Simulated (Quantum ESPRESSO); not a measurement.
## InAl2GaAs4 (convergence and cost over cutoff and k mesh)

Simulated, not a measurement. The program is pw.x of Quantum ESPRESSO 7.5 (plane-wave density functional theory). The cell is made up: 8 atoms on a zincblende/diamond lattice, with randomly drawn elements, strain and displacements, not relaxed. PseudoDojo standard norm-conserving files (v0.5 for PBE, v0.4.1 for LDA and PBEsol) set the functional; there is no spin polarisation, spin-orbit coupling or dispersion term, and the masses in the input are unused placeholders.

Input of the run in row 4:

```
&control calculation='scf', pseudo_dir='./dojo.nc.sr.pbe.v0_5.standard.upf', outdir='./o', disk_io='low', tprnfor=.true., tstress=.true. /
&system ibrav=0, nat=8, ntyp=4, nbnd=52, ecutwfc=84.00895049, nosym=.true., tot_charge=0,
 occupations='smearing', smearing='fd', degauss=0.0018374661
/
&electrons conv_thr=7.350e-09, electron_maxstep=60, /
ATOMIC_SPECIES
Al 1.0 Al.upf
As 1.0 As.upf
Ga 1.0 Ga.upf
In 1.0 In.upf
CELL_PARAMETERS angstrom
5.7037 0.0716 0.0148
0.0716 5.8032 -0.0532
0.0148 -0.0532 5.7166
ATOMIC_POSITIONS angstrom
In -0.0059 -0.0537 0.071
Al 0.014 2.758 2.92
Ga 2.819 0.0911 2.8372
Al 2.9038 2.9996 0.0104
As 1.3622 1.517 1.427
As 1.411 4.4367 4.393
As 4.2505 1.5267 4.3199
As 4.3138 4.3275 1.4097
K_POINTS automatic
4 4 4 1 1 1
```

The same cell was run at these settings. Meshes are shifted by half a step, and differences are from the last row, which is itself not exact.

```
cutoff (eV)     k mesh  k points solved  threshold (eV)  free energy less the last row's (eV)  pressure (GPa)  largest stress difference (GPa)  largest force difference (eV/Å)  iterations  wall time (s)  k-point pools                  processor
        800  2 x 2 x 2                4           1e-04                                10.987          -74.24                            80.18                            0.077           7             15              4  Intel Xeon, 2023 or later
       1143  1 x 1 x 1                1           1e-07                                 8.772           11.12                             5.70                            0.523          11             28              4  Intel Xeon, 2023 or later
        848  4 x 4 x 4               32           1e-07                                 4.422          -34.12                            40.08                            0.009          11             75              4  Intel Xeon, 2023 or later
       1143  4 x 4 x 4               32           1e-07                                 0.011            5.90                             0.01                            0.002          10            112              4  Intel Xeon, 2023 or later
       1437  6 x 6 x 6              108           1e-07                                 0.000            5.91                             0.00                            0.000          10            535              4  Intel Xeon, 2023 or later
```

Each pool is one process. Wall times include start-up and a band step at six k points, which weighs most on the coarsest meshes. The runs were on shared virtual cores whose load varied, so times are rough.